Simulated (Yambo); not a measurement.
# NaBaIrH6: sweep of GW parameters

G0W0@LDA for NaBaIrH$_{6}$ (space group F-43m, No. 216) in Yambo. Reference settings: 2×2×2 Γ-centred k mesh, bands 6 to 173 and a 7 Ry block in the screening, 173 bands in G with the Bruneval-Gonze terminator, plasmon pole fitted at 27.2 eV. The LDA gap Γ → X on this mesh is 3.00 eV; G0W0 gaps are taken between the same points.

```tsv
change from the reference	G0W0 gap Γ → X (eV)	shift of the valence edge (eV)	rough Yambo cost
reference settings	4.36	-0.46	1
66 bands in W, 66 bands in G	4.33	-0.17	about 1/2
wavefunctions cut at 50 Ry	4.36	-0.46	within a factor of two
exchange cut at 40 Ry	4.35	-0.45	–
43 bands in W, 43 bands in G, 2 Ry block	4.40	0.01	about 1/4
43 bands in W, 43 bands in G, 3 Ry block	4.39	0.02	about 1/4
43 bands in W, 43 bands in G, 6 Ry block	4.43	0.00	about 1/4
66 bands in W, 66 bands in G, 2 Ry block	4.26	-0.12	about 1/3
133 bands in W, 133 bands in G, 6 Ry block	4.33	-0.40	within a factor of two
3 Ry block	4.25	-0.35	within a factor of two
4×4×4 mesh	4.40	-0.56	about 20×
43 bands in W, 43 bands in G, no terminator	4.37	0.33	about 1/3
97 bands in W, 97 bands in G, 3 Ry block, no terminator	4.20	-0.05	about 1/2
3 Ry block, no terminator	4.22	-0.26	within a factor of two
133 bands in W, 133 bands in G, no terminator	4.28	-0.18	within a factor of two
```

The reference isn't shown to be the converged limit. Costs are rough (shared machines), scaled to the same edge states, and given only for runs that recompute the screening.

Spin-orbit coupling is left out, which matters for elements this heavy: edges can move by tenths of an eV.

Geometry of the Materials Project entry, not relaxed at this level; primitive cell a = 5.5473 Å, b = 5.5473 Å, c = 5.5473 Å, α = 60.00°, β = 60.00°, γ = 60.00°.

The structure is a Materials Project entry; no match was found in the copy of COD used, and its stability was not checked.

A shift is the quasiparticle energy of the state minus its LDA energy.
